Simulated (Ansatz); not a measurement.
Re₂B:
Space group P4/nmm, origin choice 1 (No. 129); a = 3.5047 Å, b = 3.5047 Å, c = 5.9396 Å, α = 90.00°, β = 90.00°, γ = 90.00°

| atom | site | symmetry | x | y | z |
|---|---|---|---|---|---|
| Re | 2a | -4m2 | 0.0000 | 0.0000 | 0.0000 |
| Re | 2c | 4mm | 0.5000 | 0.0000 | 0.3490 |
| B | 2c | 4mm | 0.0000 | 0.5000 | 0.2881 |

Relaxed with PBEsol.

**Question.** Decompose the optical modes at the zone centre into irreducible representations, and say which are infrared and Raman allowed.

**Answer.** Point group 4/mmm: Γ_opt = 2A1g + 2A2u + B1g + 3Eg + 2Eu. Infrared: A2u, Eu. Raman: A1g, B1g, Eg.

**Question.** Assign frequencies (DFPT, plane-wave PAW PBEsol (Ansatz code)).

**Answer.** Eu 54, Eg 126, B1g 166, A1g 177, A2u 189, Eg 220, Eu 226, Eg 349, A1g 583, A2u 605 cm⁻¹.

Subscripts of B labels follow the axes of the standard setting.

The cell is a constructed one: a structure type filled with these elements; neither database checked (COD, Materials Project) lists it. Its standing as an ambient phase is unchecked. The cell was relaxed with PBEsol under the symmetry of its start; whether a distortion lowers the energy is not shown. No spin polarisation was allowed. As this level gives no gap, phonon frequencies hold no LO–TO term and depend on the k-mesh and smearing (Fermi–Dirac, 0.1 eV here). Scalar-relativistic: spin–orbit coupling is off unless named, which matters more the heavier the elements.

Potentials: the earlier of the program's two PAW sets. The files were generated under PBE; for other functionals the program regenerates the frozen cores, and for LDA and PBEsol the local potential too.
